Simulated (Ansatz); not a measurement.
TaAg in space group Cmcm (No. 63; Ta on 4c, Ag on 4c), PBE (plane waves, PAW; program Ansatz), all energies at zero smearing, with the estimated change up to a 700 eV cutoff added, with one set of potentials and settings (totals compare only within such a set). Cell of 4 atoms (2 Ta, 2 Ag): -35044.370 eV.

```tsv
element	reference phase	E (eV/atom)
Ta	Im-3m, 1 atoms in the cell	-9932.2522
Ag	R-3m, 3 atoms in the cell	-7590.5531
```

Formation energy per atom, worked out: (-35044.370 − 2×(-9932.2522) − 2×(-7590.5531))/4 = 0.310 eV/atom (30 kJ per mol of atoms), at 0 K, without zero-point energy or fitted corrections.

The start of the workflow was typed in or built on a structure type; neither database checked (COD, Materials Project) lists it. Whether it is the stable phase at ambient conditions was not checked. Symmetry was held in the PBE relaxation; its stability against distortions is not shown here. No spin polarisation was allowed. Its formation energy is positive at this level, so the cell may be metastable or incomplete. The references are the lowest solids computed at this level, not always the standard phases. Scalar-relativistic: spin–orbit coupling is off unless named, which matters more the heavier the elements.

Potentials: the later of the program's two PAW sets.
